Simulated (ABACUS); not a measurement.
Set-up for a self-consistent single point of C (R-3m, 4 atoms in the cell; from Materials Project mp-2516584, changed as shown).

```
C
1.0
    1.20853     0.69774     8.11697
   -1.20853     0.69774     8.11697
    0.00000    -1.39549     8.11697
C
4
Direct
  0.91283   0.91283   0.91283
  0.08717   0.08717   0.08717
  0.24615   0.24615   0.24615
  0.75385   0.75385   0.75385
```

Level of theory: LDA (PW92), numerical atomic orbitals DZP (confined pseudo-atomic orbitals with Gaussian additions; energy shift 0.01 Ry), PseudoDojo 0.4 standard norm-conserving LDA (tails mended) pseudopotentials (ABACUS).

ABACUS settings:

- basis = DZP numerical atomic orbitals, energy shift 0.01 Ry
- KPT = Gamma 12 12 12 0 0 0
- basis_type = lcao
- dft_functional = PWLDA
- ecutwfc = 100 Ry
- smearing_method = fd
- smearing_sigma = 0.00367493 Ry
- potentials = PseudoDojo 0.4 standard norm-conserving LDA (tails mended)
- symmetry = 1
- symmetry_prec = 1e-05
- ks_solver = scalapack_gvx
- scf_nmax = 100
- scf_thr = 1.0e-07
- mixing_type = broyden
- mixing_beta = 0.7

Results:

| Quantity | Value |
|---|---|
| Number of valence electrons | 16 |
| Number of bands | 18 |
| Number of k-points after the program's reduction | 189 |
| Size of the basis | 52 |
| Number of SCF iterations | 10 |
| Free energy E − TS | -655.1096 eV |
| Pressure | 17.39 GPa |

Stress (GPa, positive for compression):
```
27.76   0.00   0.00
 0.00  27.76   0.00
 0.00   0.00  -3.37
```

For comparison: a first run was changed to give this one (lattice scaled by 0.98), and from it to this one the free energy goes up by 36.1 meV/atom and the pressure goes from 1.33 to 17.39 GPa.

The atom-centred basis is finite, which shifts total energies and pressures against plane waves. The structure comes from a collection of computed structures, made at another level of theory; the collection holds predicted forms beside known ones.

Cost on one core: around 80 core-seconds (rough).

The atomic orbitals were generated for these runs; they are not ABACUS's published sets and were checked against plane waves on a few crystals only.

“Tails mended”: in these copies of the files the far tail of each local potential was reset to the Coulomb form.
